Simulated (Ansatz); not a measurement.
NbSnS in space group P4/nmm (No. 129; Nb on 2c, Sn on 2a, S on 2c), DFT-PBE in the program Ansatz with PAW potentials, all energies at zero smearing, with the estimated change up to a 700 eV cutoff added, with one set of potentials and settings (totals compare only within such a set). Cell of 6 atoms (2 Nb, 2 Sn, 2 S): -22958.266 eV.

```tsv
element	reference phase	E (eV/atom)
Nb	Im-3m, 1 atoms in the cell	-4552.3152
Sn	Fd-3m, 2 atoms in the cell	-6024.2887
S	Fddd, 32 atoms in the cell	-902.0602
```

Formation energy per atom, worked out: (-22958.266 − 2×(-4552.3152) − 2×(-6024.2887) − 2×(-902.0602))/6 = -0.156 eV/atom (-15 kJ per mol of atoms), at 0 K, without zero-point energy or fitted corrections.

The start of the workflow was typed in or built on a structure type; neither database checked (COD, Materials Project) lists it. Whether it is the stable phase at ambient conditions was not checked. Symmetry was held in the PBE relaxation; its stability against distortions is not shown here. The workflow began spin-polarised and lost its moments. The references are the lowest solids computed at this level, not always the standard phases. Scalar-relativistic: spin–orbit coupling is off unless named, which matters more the heavier the elements.

Potentials: the earlier of the program's two PAW sets.
